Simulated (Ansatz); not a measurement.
Question: Each is relaxed and computed with the program Ansatz at the PBEsol level (PAW). Which is the only metal?
(A) BN, P6_3mc (Pearson symbol hP12)
(B) BAs, P6_222 (B on 3d, As on 3c)
(C) Na4IrO4, I4/m (Na on 8h, Ir on 2a, O on 8h)
(D) YB2Ir3, P6/mmm (B on 2c, Y on 1a, Ir on 3g)

Answer: D, YB2Ir3, P6/mmm (B on 2c, Y on 1a, Ir on 3g). YB2Ir3: metal; BAs: gap 0.31 eV (indirect); BN: gap 5.04 eV (indirect); Na4IrO4: gap 0.39 eV. Spin orders computed, not proven ground states: Na4IrO4, I4/m (Na on 8h, Ir on 2a, O on 8h) antiferromagnetic. Constructed cells (a structure type filled with these elements, in neither database checked): BAs, P6_222 (B on 3d, As on 3c). Built on a structure type that need not be the filed one of that space group: BN, P6_3mc (Pearson symbol hP12). Not the usual ambient phase: BAs, P6_222 (B on 3d, As on 3c); BN, P6_3mc (Pearson symbol hP12). Standing as an ambient phase not checked: YB2Ir3, P6/mmm (B on 2c, Y on 1a, Ir on 3g); Na4IrO4, I4/m (Na on 8h, Ir on 2a, O on 8h). All cells were relaxed under the symmetry of their starts (and spin orders); stability against distortions was not tested throughout. Cells of antiferromagnets are given as chemical subcells. Rows with no word on spin ran without spin polarisation. Spin–orbit coupling is left out wherever it is not named.

Potentials: the later of the program's two PAW sets.
